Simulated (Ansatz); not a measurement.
## Energy over volume and axial ratio for Ti (hcp, Mg type)

Ti (hcp, Mg type)

```cif
data_Ti2
_chemical_formula_sum 'Ti2'
_space_group_name_H-M_alt 'P63/mmc'
_space_group_IT_number 194
_space_group_name_Hall '-P 6c 2c'
_cell_length_a 2.90086
_cell_length_b 2.90086
_cell_length_c 4.59040
_cell_angle_alpha 90.000
_cell_angle_beta 90.000
_cell_angle_gamma 120.000
loop_
_atom_site_label
_atom_site_type_symbol
_atom_site_symmetry_multiplicity
_atom_site_Wyckoff_symbol
_atom_site_fract_x
_atom_site_fract_y
_atom_site_fract_z
_atom_site_occupancy
Ti1 Ti 2 d 0.66667 0.33333 0.25000 1
```

Two coordinates are scanned: the volume, and the ratio of the stretch along z (the conventional c axis) to the stretch across it. Atoms keep their fractional coordinates.

Calculation: PBEsol (plane waves to 420 eV, PAW, scalar-relativistic; Ansatz, an electronic-structure program). k mesh 18×18×10 (Γ-centred), Fermi-Dirac smearing 0.05 eV. The energy includes the smearing's −TS. Stress and pressure are positive under compression. With partly filled bands, the response to shear is sensitive to the k mesh, so small differences along c/a are uncertain. Ti is run without spin polarisation. Ti was relaxed with its symmetry unable to fall. ΔE is measured from the relaxed starting cell.

ΔE (eV/atom), with V/V₀ across and (c/a)/(c/a)₀ down:

```csv
(c/a)/(c/a)₀ \ V/V₀,0.960,0.980,1.000,1.020,1.040
0.880,0.073,0.064,0.060,0.061,0.067
0.940,0.027,0.018,0.015,0.017,0.024
1.000,0.011,0.003,0.000,0.002,0.009
1.060,0.024,0.016,0.013,0.016,0.023
1.120,0.058,0.050,0.048,0.050,0.057
```

P (GPa), with V/V₀ across and (c/a)/(c/a)₀ down:

```
(c/a)/(c/a)₀ \ V/V₀  0.960  0.980  1.000  1.020  1.040
-------------------  -----  -----  -----  -----  -----
0.880                  5.8    3.1    0.6   -1.7   -3.8
0.940                  5.5    2.7    0.2   -2.1   -4.2
1.000                  5.2    2.5    0.0   -2.3   -4.4
1.060                  5.1    2.4    0.0   -2.3   -4.4
1.120                  5.0    2.3   -0.1   -2.3   -4.3
```

Read from the data:

Lowest place on the grid: V/V₀ = 1.000, (c/a)/(c/a)₀ = 1.000 (0 meV/atom). Highest place on the grid: V/V₀ = 0.960, (c/a)/(c/a)₀ = 0.880 (73 meV/atom).

(A scan under strain: stresses follow from slopes of the energy per volume, elastic moduli from its curvatures.)
